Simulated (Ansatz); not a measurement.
GaN:
```
CELL_PARAMETERS angstrom
      2.93660     0.00000     0.00000
     -1.46830     2.54317     0.00000
      0.00000     0.00000     2.65134
ATOMIC_POSITIONS crystal
  Ga 0.00000 0.00000 0.00000
  N  0.66667 0.33333 0.50000
```

Relaxed with r²SCAN. Special points in fractions of this cell's reciprocal vectors: Γ (0.000, 0.000, 0.000); M (0.500, 0.000, 0.000); K (0.333, 0.333, 0.000); A (0.000, 0.000, 0.500); L (0.500, 0.000, 0.500); H (0.333, 0.333, 0.500).

Problem. List the band energies nearest the Fermi level at these points for DFT-r²SCAN in the program Ansatz with PAW potentials.

Solution. In eV from the Fermi level; about four levels below and three above (degenerate sets whole), none deeper than 8.9 eV; … stands for higher levels left out; points with the same levels are listed once.

```tsv
k	below	above
Γ	-1.39 -1.06 -1.06	0.40 …
M	-3.05	0.12 3.09 8.17
K	-8.17 -6.60	0.31 7.68 8.00
A	-0.07 -0.07	6.26 6.77 …
L	-6.51 -5.79 -0.81 -0.76	8.07 …
H	-5.80 -5.39 -2.79	0.66 1.53 …
```

Space group P-6m2. A made-up cell: these elements were put on the sites of a structure type; neither database checked (COD, Materials Project) lists it. It is not the phase usual at ambient conditions (space group No. 186, 216). The r²SCAN relaxation kept the symmetry of its start; its stability against distortions is not shown here. Scalar-relativistic: spin–orbit coupling is off unless named, which matters more the heavier the elements.

Potentials: the earlier of the program's two PAW sets.
